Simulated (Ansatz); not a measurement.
## MgTl under pressure

All numbers below come from Ansatz, DFT LDA, scalar-relativistic, plane waves, PAW. Cutoff 420 eV, 12×12×12 k-points (Γ-centred), Fermi-Dirac smearing of 0.15 eV. No spin polarisation. Phonons by linear response, acoustic sum rule imposed.

The cell, relaxed at this level:
```cif
data_structure
_symmetry_space_group_name_H-M 'Pm-3m'
_symmetry_Int_Tables_number 221
_cell_length_a 3.5697
_cell_length_b 3.5697
_cell_length_c 3.5697
_cell_angle_alpha 90.000
_cell_angle_beta 90.000
_cell_angle_gamma 90.000
_cell_volume 45.49
loop_
_atom_site_label
_atom_site_type_symbol
_atom_site_symmetry_multiplicity
_atom_site_Wyckoff_symbol
_atom_site_fract_x
_atom_site_fract_y
_atom_site_fract_z
_atom_site_occupancy
Mg1 Mg 1 a 0.00000 0.00000 0.00000 1
Tl1 Tl 1 b 0.50000 0.50000 0.50000 1
```

In a metal, frequencies and elastic constants depend on the k mesh and the smearing, soft modes and shear constants most. Spin–orbit coupling is left out, which matters for heavy elements.

**Question.** The cell is relaxed again at 5 and 15 GPa. How do volume, gap and optical modes at Γ (cm⁻¹, counted from the lowest optical one; a degenerate one stands once) change?

**Answer.**
```
          0 GPa  5 GPa  15 GPa
    V/V0  1.000  0.913   0.813
gap (eV)   0.00   0.00    0.00
  mode 1    152    181     221
```